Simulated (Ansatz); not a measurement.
A distorted cell of MoS₂ (2H-MoS2 type, space group P6_3/mmc):

```
MoS2
1.0
    3.14937     0.00000     0.00000
   -1.57469     2.72744     0.00000
    0.00000     0.00000    12.09029
Mo S
2 4
Cartesian
  0.00000   1.81829   3.02257
  1.57469   0.90915   9.06772
  0.00000   1.81829   7.50192
  1.57469   0.90915   1.45677
  1.57469   0.90915   4.58837
 -0.12728   1.69101  10.45352
```

Method: PBE-D3(BJ) (plane waves to 420 eV, PAW, scalar-relativistic; Ansatz, an electronic-structure program). k mesh 10×10×3 (Γ-centred), Fermi-Dirac smearing 0.05 eV. E stands for the smeared free energy. Stress and pressure are positive under compression. As the smearing reaches across the gap at some points, energies and forces of such displacements shift with the k mesh and the smearing. MoS2 is run without spin polarisation. MoS2 was relaxed with its symmetry unable to fall.

Problem. What forces act on the atoms (eV/Å, Cartesian)?

Solution. 
```
atom      Fx      Fy      Fz
----  ------  ------  ------
Mo1   -0.005  -0.005   0.003
Mo2   -2.252  -1.910  -3.876
S3    -0.009   0.046  -0.441
S4    -0.008  -0.006  -0.072
S5     0.003   0.002  -0.003
S6     2.272   1.873   4.389
```

Problem. Give the stress tensor in GPa and the pressure.

Solution. 
```
    6.1      1.7      4.8
    1.7      2.7      3.8
    4.8      3.8      9.9
```
The pressure, a third of the trace, is 6.2 GPa.

Problem. In it atom 6 sits (-0.127, -0.127, -0.180) Å away from its relaxed site. What is its energy relative to the relaxed cell?

Solution. 579 meV/cell.

(A displaced cell: forces are minus the slopes of the energy, force constants its curvatures, and phonons follow from these.)
